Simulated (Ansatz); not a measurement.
A relaxed cell of SnO2 (Pbcn (No. 60)), relaxed on a k-mesh at least as fine as the one used below. The numbers are results of r2SCAN (plane waves to 500 eV, PAW, scalar-relativistic; Ansatz, an electronic-structure program), not measurements. Γ-centred k-mesh 4×4×4 on the run's cell (coarser than for final values), Fermi–Dirac smearing 0.05 eV.

```yaml
crystal:
  lattice:
    - [4.73145, 0.00000, 0.00000]
    - [0.00000, 5.74179, 0.00000]
    - [0.00000, 0.00000, 5.23644]
  atoms:
    - { symbol: Sn, position: [0.00000, 0.66523, 0.25000] }
    - { symbol: Sn, position: [0.50000, 0.83477, 0.75000] }
    - { symbol: Sn, position: [0.50000, 0.16523, 0.25000] }
    - { symbol: Sn, position: [0.00000, 0.33477, 0.75000] }
    - { symbol: O, position: [0.77025, 0.39235, 0.07888] }
    - { symbol: O, position: [0.72975, 0.10765, 0.57888] }
    - { symbol: O, position: [0.72975, 0.89235, 0.07888] }
    - { symbol: O, position: [0.77025, 0.60765, 0.57888] }
    - { symbol: O, position: [0.22975, 0.60765, 0.92112] }
    - { symbol: O, position: [0.27025, 0.89235, 0.42112] }
    - { symbol: O, position: [0.27025, 0.10765, 0.92112] }
    - { symbol: O, position: [0.22975, 0.39235, 0.42112] }
```

The atoms are displaced by (Å):

```csv
atom,ux,uy,uz
Sn1,-0.048,0.085,-0.032
Sn2,0.121,0.021,-0.073
Sn3,0.022,-0.057,-0.179
Sn4,0.036,0.022,-0.122
O5,-0.020,-0.043,-0.025
O6,-0.042,0.027,-0.035
O7,0.024,0.002,0.272
O8,0.006,-0.089,-0.102
O9,0.075,-0.188,0.010
O10,0.047,-0.012,0.130
O11,0.172,-0.114,0.119
O12,-0.083,0.017,0.008
```

**Question.** What forces (eV/Å) and pressure result?

**Answer.** 
| atom | Fx | Fy | Fz |
|---|---|---|---|
| Sn1 | 4.59 | -4.29 | 1.04 |
| Sn2 | -0.49 | -1.93 | 1.44 |
| Sn3 | 1.35 | 4.32 | 9.26 |
| Sn4 | -0.88 | -1.19 | 2.89 |
| O5 | 1.45 | 0.98 | -1.10 |
| O6 | 0.88 | 0.27 | 0.55 |
| O7 | -0.99 | 0.18 | -4.12 |
| O8 | -1.21 | 1.45 | 1.36 |
| O9 | 0.18 | 2.05 | 0.35 |
| O10 | -1.69 | 0.12 | -1.99 |
| O11 | -5.52 | -1.38 | -6.99 |
| O12 | 2.32 | -0.58 | -2.67 |

Pressure +11.5 GPa.

**Question.** Estimate the energy cost of the displacement in the harmonic approximation and compare with the calculation.

**Answer.** For a harmonic well ΔE = −½ Σ F·u = 3.582 eV a cell, or 298 meV/atom. The calculated energy relative to the undisplaced cell is +0.276 eV/atom, so the harmonic estimate holds well.

No spin polarisation in the result.

The run that gave the undisplaced cell could not lose the symmetry of its start; a randomly shaken copy of 12 atoms returns to this structure.

The first start was generated by placing the elements on the sites of a structure type. Materials Project lists a structure of SnO2 in the same space group, Pbcn (No. 60); the sites were not compared with it, nor with measured phases. Known forms of SnO2 include space group No. 136.
